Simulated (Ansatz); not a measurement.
**LiRu: reading a single point**

```yaml
crystal:
  lattice:
    - [0.00000, 3.11541, 3.11541]
    - [3.11541, 0.00000, 3.11541]
    - [3.11541, 3.11541, 0.00000]
  atoms:
    - { symbol: Ru, position: [0.50000, 0.50000, 0.50000] }
    - { symbol: Ru, position: [0.75000, 0.75000, 0.75000] }
    - { symbol: Li, position: [0.00000, 0.00000, 0.00000] }
    - { symbol: Li, position: [0.25000, 0.25000, 0.25000] }
```

Level: PBEsol, non-collinear spin; 420 eV; 9×9×9 Γ-centred mesh; fermi-dirac occupations (width 0.1 eV); Ansatz 0.2.0, fixed geometry.

The state carries no moments; the state need not be the lowest.

**Question.** What happens at the Fermi level?

**Answer.** It is a metal, with about 2.8 states/eV a cell as the mean within 0.25 eV of the Fermi level, mostly Ru d (82 %).

**Question.** How is the charge shared?

**Answer.** Bader charges in e: Li +0.83, Ru -0.83. In the mean Li gives up most and Ru takes most.

**Question.** Is it stable against the elements?

**Answer.** 0.36 eV an atom against the elements' usual phases (free molecules for gases, crystals otherwise, with no correction for O₂ or N₂), so at this geometry it isn't bound against them. Relaxing would lower it.

**Question.** Describe some of the short contacts.

**Answer.** Ru–Li at 2.70 Å: least valence density 0.10 e/Å³ and ELF 0.04 there. Ru–Ru at 2.70 Å: least valence density 0.41 e/Å³ and ELF 0.36 there. Li–Li at 2.70 Å: least valence density 0.07 e/Å³ and ELF 0.06 there. Both are smooth PAW fields, read partly inside the augmentation spheres.

Origin: a known structure type with other elements, at an estimated volume, so it need not be a known compound. Caveats: atoms or cell far from equilibrium.
